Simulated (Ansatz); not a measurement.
**Equation of state of Cs2KYF6 and its gap**

A database entry relaxed whole under r2SCAN (Fm-3m):

```yaml
crystal:
  lattice:
    - [0.00000, 4.71789, 4.71789]
    - [4.71789, 0.00000, 4.71789]
    - [4.71789, 4.71789, 0.00000]
  atoms:
    - { symbol: K, position: [0.50000, 0.50000, 0.50000] }
    - { symbol: Cs, position: [0.25000, 0.25000, 0.25000] }
    - { symbol: Cs, position: [0.75000, 0.75000, 0.75000] }
    - { symbol: Y, position: [0.00000, 0.00000, 0.00000] }
    - { symbol: F, position: [0.77035, 0.22965, 0.22965] }
    - { symbol: F, position: [0.22965, 0.77035, 0.22965] }
    - { symbol: F, position: [0.22965, 0.77035, 0.77035] }
    - { symbol: F, position: [0.77035, 0.22965, 0.77035] }
    - { symbol: F, position: [0.22965, 0.22965, 0.77035] }
    - { symbol: F, position: [0.77035, 0.77035, 0.22965] }
```

The cell was scaled uniformly, its shape held, and the atoms relaxed at each volume with plane-wave PAW DFT (Ansatz 0.2.0; r2SCAN, 500 eV, 6×6×6 Γ-centred mesh, fermi-dirac occupations of width 0.020 eV; no spin, no spin-orbit coupling). One row is withheld.

```csv
volume (Å³/atom),energy over the lowest (meV/atom),pressure (GPa),gap over mesh and path (eV)
19.742,9.5,2.57,7.92
20.163,?,?,?
20.583,1.0,0.76,7.68
21.003,0.0,0.00,7.56
21.423,0.8,-0.62,7.45
21.843,3.2,-1.18,7.35
22.263,6.9,-1.66,7.25
```

Task: Fit the pressures of the other rows to the third-order Birch-Murnaghan form.

Result: With f = [(V₀/V)^(2/3) − 1]/2 and P = 3B₀f(1 + 2f)^(5/2)[1 + 3(B₀′ − 4)f/2], least squares gives V₀ = 21.01 Å³ an atom, B₀ = 34.2 GPa and B₀′ = 6.0; the rows miss the fit by less than 0.01 GPa. The slope of the energies differs from these pressures by less than 0.05 GPa.

Task: How does the gap move with volume?

Result: A parabola in ln(V/V₀) through the other rows has the slope dE_g/d ln V = -5.6 eV at V₀, so by B₀ the gap moves by +163 meV a GPa: it widens under pressure.

Task: What does the withheld row hold?

Result: The fit gives 1.60 GPa at 20.163 Å³; the run gave 1.60 GPa and 4.1 meV an atom. Its gap is 7.80 eV, against 7.79 eV from the parabola.

Caveats: the shape of the cell was held; 0 K, fixed nuclei; the symmetry was kept, and this need not be the phase that is stable at 0 K; one mesh for all volumes; r2SCAN gaps lie as a rule under measured ones; the slope of the gap can be off by tens of per cent, more where shallow d levels or spin-orbit coupling act on the edges; pressure is positive in compression.
